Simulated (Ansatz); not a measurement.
The relaxed structure here is a generated cell of AlNi: the first start was made by placing the elements on the sites of a structure type, and the end was not matched to a known phase here, so it may be hypothetical. Known forms of AlNi include space group No. 221.

A relaxed cell of AlNi (Immm (No. 71)), relaxed on a k-mesh at least as fine as the one used below. Method: r2SCAN (plane waves to 500 eV, PAW, scalar-relativistic; Ansatz, a quantum-chemistry and plane-wave program). Γ-centred k-mesh 5×14×14 on the run's cell (coarser than for final values), Fermi–Dirac smearing 0.05 eV.

```xyz
4
Lattice="-2.6304 4.0977 4.8735 1.3152 -2.0489 2.4367 1.3152 2.0489 -2.4367" Properties=species:S:1:pos:R:3 pbc="T T T"
Ni     1.3152     0.0000     0.0000
Ni     0.0000     2.0489     2.4367
Al     0.0000     2.0489     0.0000
Al    -1.3152     4.0977     2.4367
```

The atoms are displaced by (Å):

| atom | ux | uy | uz |
|---|---|---|---|
| Ni1 | -0.139 | 0.149 | 0.007 |
| Ni2 | -0.021 | 0.053 | -0.031 |
| Al3 | -0.052 | -0.021 | -0.092 |
| Al4 | -0.195 | -0.143 | -0.003 |

Q: What forces (eV/Å) and pressure result?

A: 
```csv
atom,Fx,Fy,Fz
Ni1,0.20,-1.44,-0.18
Ni2,-0.61,-1.55,-0.13
Al3,-0.22,0.99,0.35
Al4,0.63,1.99,-0.04
```

Pressure +3.5 GPa.

Q: Estimate the energy cost of the displacement in the harmonic approximation and compare with the calculation.

A: For a harmonic well ΔE = −½ Σ F·u = 0.379 eV a cell, or 95 meV/atom. The calculated energy relative to the undisplaced cell is +0.09 eV/atom, so the harmonic estimate holds well.

The undisplaced cell is probably no minimum: from this displacement the run went on to R-3m (No. 166), 0.26 eV/atom below it.

No spin polarisation in the result: the starting moments vanished. A magnetic state may lie lower.
